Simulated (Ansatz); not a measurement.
This run works on a generated trial structure, not on a known crystal.

Input and command of a plane-wave DFT calculation in Ansatz:

```yaml
crystal:
  lattice:
    - [4.87717139, 0.0, 0.0]
    - [0.0, 4.53959987, 0.0]
    - [-2.40901065, 0.0, 5.20324668]
  atoms:
    - { symbol: Si, position: [0.31047407, 0.2285995, 0.00257447] }
    - { symbol: Si, position: [0.68952593, 0.2285995, 0.99742553] }
    - { symbol: Si, position: [0.68952593, 0.7714005, 0.99742553] }
    - { symbol: Si, position: [0.31047407, 0.7714005, 0.00257447] }
    - { symbol: Si, position: [0.25703665, 0.5, 0.64967318] }
    - { symbol: Si, position: [0.74296335, 0.5, 0.35032682] }
    - { symbol: Ru, position: [0.5, 0.5, 0.5] }
basis:
  ecutwfc: 420
kpoints:
  mp_grid: { grid: [4, 4, 3] }
hamiltonian:
  xc: pbe
scf:
  occupations: { method: gaussian, width: 0.2 }
  lower_state_search: "off"
output:
  forces: true
  stress: true
  eigenvalues: true
relax:
  adjacent_minimum: "off"
  f_tol: 0.08
  max_steps: 16
  cell: { stress_tol: 0.8 }
```

```bash
ansatz run input.yaml --threads 1 --pin off --max-ram 2560MiB --backend cpu --events-out ev --progress --plain --runs-dir out
```

Processor: AMD EPYC 7R43 64-Core Processor (Zen 3), 1 thread, on a host shared with other jobs.

**Question.** Estimate time, memory and problem size.

**Answer.** About 72 s, peak memory 0.46 GiB. It solves 27 bands at 21 k points (after reduction by symmetry) with about 2361 plane waves (on the last cell), in 99 SCF iterations over 15 ionic steps.
